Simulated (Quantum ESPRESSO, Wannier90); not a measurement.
**Wannier functions of CdTe (zinc blende)**

```yaml
crystal:
  lattice:
    - [0.00000, 3.28212, 3.28212]
    - [3.28212, 0.00000, 3.28212]
    - [3.28212, 3.28212, 0.00000]
  atoms:
    - { symbol: Cd, position: [0.00000, 0.00000, 0.00000] }
    - { symbol: Te, position: [0.75000, 0.75000, 0.75000] }
```

Materials Project entry mp-406; symmetrised, unrelaxed at this level. COD (Crystallography Open Database) has the formula in 2 space groups, this one among them (matched by group alone). Method: PBEsol plane waves in Quantum ESPRESSO 7.5 (PseudoDojo norm-conserving files, 82 Ry, spinors with spin-orbit coupling), Bloch states on a 6×6×6 mesh through Γ, Wannier90 4.0.1. Density: 8×8×8 mesh, Gaussian smearing 0.01 Ry. With spin-orbit coupling a semilocal functional can close or falsely invert a small gap; the band order was not checked against a better method. The gap is small at this level and was sampled on the meshes and a path alone.

The plane-wave run has 62 bands and 36 electrons a cell. On the energy scale of pw.x, whose zero is arbitrary, the valence-band maximum lies at 7.25 eV.

Isolated groups of bands, relative to the valence-band maximum (bands from 37 on overlap up to the last one computed):

```json
[
 {"bands": "1–2", "from (eV)": "-102.16", "to (eV)": "-102.16", "filling": "filled", "weight on atomic waves": "Cd 4s 100 %"},
 {"bands": "3–4", "from (eV)": "-67.32", "to (eV)": "-67.32", "filling": "filled", "weight on atomic waves": "Cd 4p 100 %"},
 {"bands": "5–8", "from (eV)": "-61.47", "to (eV)": "-61.47", "filling": "filled", "weight on atomic waves": "Cd 4p 100 %"},
 {"bands": "9–12", "from (eV)": "-37.04", "to (eV)": "-37.04", "filling": "filled", "weight on atomic waves": "Te 4d 100 %"},
 {"bands": "13–18", "from (eV)": "-35.57", "to (eV)": "-35.57", "filling": "filled", "weight on atomic waves": "Te 4d 100 %"},
 {"bands": "19–20", "from (eV)": "-11.27", "to (eV)": "-10.78", "filling": "filled", "weight on atomic waves": "Te 5s 80 %, Cd 4d 12 %, Cd 5s 8 %"},
 {"bands": "21–30", "from (eV)": "-8.72", "to (eV)": "-7.46", "filling": "filled", "weight on atomic waves": "Cd 4d 96 %"},
 {"bands": "31–36", "from (eV)": "-4.55", "to (eV)": "0.00", "filling": "filled", "weight on atomic waves": "Te 5p 80 %, Cd 5s 12 %"}
]
```

Input w.win, without the blocks of cell, atoms and k-points (216 lines):

```
num_bands = 34
num_wann = 16
exclude_bands = 1-18,21-30
spinors = true
num_iter = 1000
conv_tol = 1.0e-6
conv_window = 4
dis_num_iter = 1000
dis_conv_tol = 1.0e-6
dis_froz_max = 14.51
write_hr = true
write_u_matrices = true
begin projections
f=-0.00074,-0.01066,0.00055: s;p
f=-0.25601,-0.25057,-0.25603: s;p
end projections
mp_grid = 6 6 6
```

wannier90.x stops with:
```
dis_windows: More states in the frozen window than target WFs
```
At some k-point more bands lie below dis_froz_max than there are Wannier functions, and every frozen state has to fit into the subspace. Mended as below, all else unchanged, the run goes through (Ω_I = 29.3 Å²) and follows the plane-wave bands to 4.2 meV rms (states up to 1.3 eV relative to the valence-band maximum).
```
dis_froz_max = 9.03
```
